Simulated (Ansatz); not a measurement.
SiRu in space group P-6m2 (No. 187; Ru on 1a, Si on 1f) under volume change, plane-wave PAW PBE (Ansatz code), shape and atoms relaxed at each volume.

```json
[
 {"V (Å³/atom)": "13.045", "E − E(relaxed) (meV/atom)": "…", "P (GPa)": "…"},
 {"V (Å³/atom)": "13.475", "E − E(relaxed) (meV/atom)": "35.7", "P (GPa)": "14.06"},
 {"V (Å³/atom)": "13.905", "E − E(relaxed) (meV/atom)": "8.4", "P (GPa)": "6.45"},
 {"V (Å³/atom)": "14.335", "E − E(relaxed) (meV/atom)": "0.0", "P (GPa)": "0.00"},
 {"V (Å³/atom)": "14.765", "E − E(relaxed) (meV/atom)": "7.5", "P (GPa)": "-5.47"},
 {"V (Å³/atom)": "15.195", "E − E(relaxed) (meV/atom)": "28.6", "P (GPa)": "-10.10"},
 {"V (Å³/atom)": "15.625", "E − E(relaxed) (meV/atom)": "…", "P (GPa)": "…"}
]
```

**Question.** Complete the blanks.

**Answer.** 
- 15.625, E − E(relaxed) (meV/atom): 61.1
- 15.625, P (GPa): -14.03
- 13.045, E − E(relaxed) (meV/atom): 85.1
- 13.045, P (GPa): 23.02

**Question.** What does a third-order Birch–Murnaghan fit give for V₀, B₀ and B′?

**Answer.** V₀ = 14.34 Å³/atom, B₀ = 198 GPa, B′ = 4.5.

The cell is a constructed one: a structure type filled with these elements; neither database checked (COD, Materials Project) lists it. Whether it is the stable phase at ambient conditions was not checked. Symmetry was held in the PBE relaxation; its stability against distortions is not shown here. No spin polarisation was allowed.

Potentials: the later of the program's two PAW sets.
